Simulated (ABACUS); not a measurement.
A self-consistent single point of HfSi (Pnma, 8 atoms in the cell; from Materials Project mp-1042, changed as shown).

```xyz
8
Lattice="6.7938 0.0000 0.0000 0.0000 3.7682 0.0000 0.0000 0.0000 5.2234" Properties=species:S:1:pos:R:3 pbc="T T T"
Hf     4.5867     0.9421     1.9556
Hf     2.2070     2.8262     3.2678
Hf     5.6039     2.8262     4.5673
Hf     1.1899     0.9421     0.6561
Si     3.6898     0.9421     4.4967
Si     3.1039     2.8262     0.7267
Si     6.5008     2.8262     1.8850
Si     0.2929     0.9421     3.3385
```

All values come from this method and carry its errors: LDA (PW92), PseudoDojo 0.4 standard norm-conserving LDA (tails mended) pseudopotentials (plane waves; ABACUS 3.10.1).

ABACUS settings:

| key | value |
|---|---|
| KPT | Gamma 3 5 3 0 0 0 |
| basis_type | pw |
| dft_functional | PWLDA |
| ecutwfc | 58 Ry |
| smearing_method | fd |
| smearing_sigma | 0.00734986 Ry |
| potentials | PseudoDojo 0.4 standard norm-conserving LDA (tails mended) |
| symmetry | 1 |
| symmetry_prec | 1e-05 |
| ks_solver | dav_subspace |
| scf_nmax | 100 |
| scf_thr | 1.0e-09 Ry |
| mixing_type | pulay |

Results:

```
Property                                                  Value
------------------------------------------------  -------------
Number of valence electrons                                  64
Number of bands                                              42
Number of k-points after the program's reduction             12
Number of plane waves (most at a k-point)                  6754
Number of SCF iterations                                      7
FFT grid                                           64 × 36 × 48
Free energy E − TS                                -6615.1578 eV
Fermi level (on the code's own zero)                   14.15 eV
Pressure                                              -4.85 GPa
Largest force (vector length)                        0.080 eV/Å
```

Forces (eV/Å):
```csv
atom,Fx,Fy,Fz
Hf1,0.065,0.000,-0.048
Hf2,-0.065,0.000,0.048
Hf3,-0.065,0.000,-0.048
Hf4,0.065,0.000,0.048
Si5,0.000,0.000,-0.066
Si6,0.000,0.000,0.066
Si7,0.000,0.000,-0.066
Si8,0.000,0.000,0.066
```

Stress (GPa, positive for compression):
```
-4.03   0.00   0.00
 0.00  -5.36   0.00
 0.00   0.00  -5.14
```

For comparison: a first run was changed to give this one (lattice vector a scaled by 0.99), and from it to this one the free energy goes down by 5.6 meV/atom, the pressure goes from -6.28 to -4.85 GPa and the largest force goes from 0.130 to 0.080 eV/Å.

The structure comes from a collection of computed structures, made at another level of theory; the collection holds predicted forms beside known ones. No clean gap shows at this smearing width and mesh (spacing up to 0.40 Å⁻¹); the mesh is coarse for partly filled bands, so the values carry mesh errors.

Cost on one core: roughly 40 core-seconds.

“Tails mended”: in these copies of the files the far tail of each local potential was reset to the Coulomb form.
